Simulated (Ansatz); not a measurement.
The relaxed structure here is a generated cell of HfO2: the first start was made by placing the elements on the sites of a structure type, and the end was not matched to a known phase here, so it may be hypothetical. Known forms of HfO2 include space group No. 14, 29, 137, 225.

A relaxed structure of HfO2. Space group P-3 (No. 147). Calculation: r2SCAN (plane waves to 500 eV, PAW, scalar-relativistic; Ansatz, a first-principles code).

```cif
data_Hf3O6
_chemical_formula_sum 'Hf3 O6'
_space_group_name_H-M_alt 'P-3'
_space_group_IT_number 147
_space_group_name_Hall '-P 3'
_cell_length_a 5.54341
_cell_length_b 5.54341
_cell_length_c 3.44674
_cell_angle_alpha 90.000
_cell_angle_beta 90.000
_cell_angle_gamma 120.000
loop_
_atom_site_label
_atom_site_type_symbol
_atom_site_symmetry_multiplicity
_atom_site_Wyckoff_symbol
_atom_site_fract_x
_atom_site_fract_y
_atom_site_fract_z
_atom_site_occupancy
Hf1 Hf 1 a 0.00000 0.00000 0.00000 1
Hf2 Hf 2 d 0.66667 0.33333 0.26645 1
O1 O 6 g 0.30203 0.37765 0.24761 1
```

| Quantity | Value |
|---|---|
| Volume per atom | 10.19 Å³ |
| Band gap | 2.83 eV, indirect (valence top at Γ, conduction bottom at M) (no spin-orbit coupling) |
| Smallest direct gap | 2.89 eV at Γ |
| Shortest distances | Hf–O 2.10 Å; O–O 2.57 Å; Hf–Hf 3.33 Å |
| k-mesh | 7×7×10 |

Band energies at high-symmetry points (eV from the VBM; labels of this space group; no spin-orbit coupling), from −5 eV up to 7.6 eV:

```json
[
 {"point": "Γ", "energies": "-4.99 -4.61 -4.61 -4.20 -3.42 -3.42 -2.62 -2.62 -2.53 -2.53 -2.49 -2.40 -2.40 -1.30 -0.39 -0.39 0.00 2.89 4.44 4.44 5.58 6.00 6.00"},
 {"point": "M", "energies": "-4.97 -4.89 -4.58 -3.76 -3.61 -3.57 -3.26 -2.97 -2.90 -2.12 -2.10 -1.73 -1.66 -1.04 -0.97 -0.76 -0.60 2.83 4.27 5.16 6.19 6.54 6.77 6.89 7.19"},
 {"point": "K", "energies": "-4.81 -4.67 -3.74 -3.74 -3.48 -3.48 -2.78 -2.60 -2.60 -1.96 -1.48 -1.48 -1.39 -0.95 -0.95 -0.59 2.91 4.93 4.93 6.27 6.34 6.34 6.96 7.46 7.46 7.56"},
 {"point": "A", "energies": "-4.44 -4.44 -4.31 -4.05 -3.22 -3.22 -2.80 -2.60 -2.22 -2.16 -2.16 -1.99 -1.50 -1.50 -0.48 -0.48 5.11 5.11 6.68 6.71 6.88 7.05 7.05"},
 {"point": "L", "energies": "-4.53 -3.93 -3.70 -3.29 -3.05 -2.23 -1.92 -1.71 -1.50 -1.19 -0.93 -0.79 -0.77 -0.46 5.25 5.49 6.66 6.99 7.05 7.22 7.28"},
 {"point": "H", "energies": "-4.89 -4.76 -4.76 -3.04 -3.04 -2.41 -2.17 -1.91 -1.91 -1.54 -1.54 -0.87 -0.69 -0.69 -0.60 5.48 5.48 6.62 6.93 7.04 7.04 7.30"},
 {"point": "H2", "energies": "-4.89 -4.76 -4.76 -3.04 -3.04 -2.41 -2.17 -1.91 -1.91 -1.54 -1.54 -0.87 -0.69 -0.69 -0.60 5.48 5.48 6.62 6.93 7.04 7.04 7.30"}
]
```

No spin polarisation in the result.

The run could not lose the symmetry of its start: the end is stationary, and may be a saddle point rather than a minimum.
